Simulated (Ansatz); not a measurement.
LaC (rock salt, Fm-3m) at seven volumes, the program Ansatz at the PBE level (PAW), scaled uniformly. One row is withheld.

```
V (Å³/atom)  P (GPa)
-----------  -------
18.216          9.13
18.816          5.63
19.417          2.60
20.017          0.00
20.618         -2.19
21.218         -4.11
21.819             ?
```

Fit the shown pressures and predict the withheld one.

Third-order Birch–Murnaghan: P = (3/2)B₀(x^(7/2) − x^(5/2))[1 + (3/4)(B′ − 4)(x − 1)] with x = (V₀/V)^(2/3). Least squares on the six rows gives V₀ = 20.021 Å³/atom, B₀ = 79.67 GPa, B′ = 4.09. At V = 21.819, x = 0.9443 and P = -5.75 GPa. The run itself gave -5.81 GPa.

The start of the workflow was typed in or built on a structure type; neither database checked (COD, Materials Project) lists it. Its standing as an ambient phase is unchecked. Symmetry was held in the PBE relaxation; whether a distortion lowers the energy is not shown. Its formation energy is positive at this level, so the cell may be metastable or incomplete. Spin–orbit coupling is left out wherever it is not named.

Potentials: the later of the program's two PAW sets.
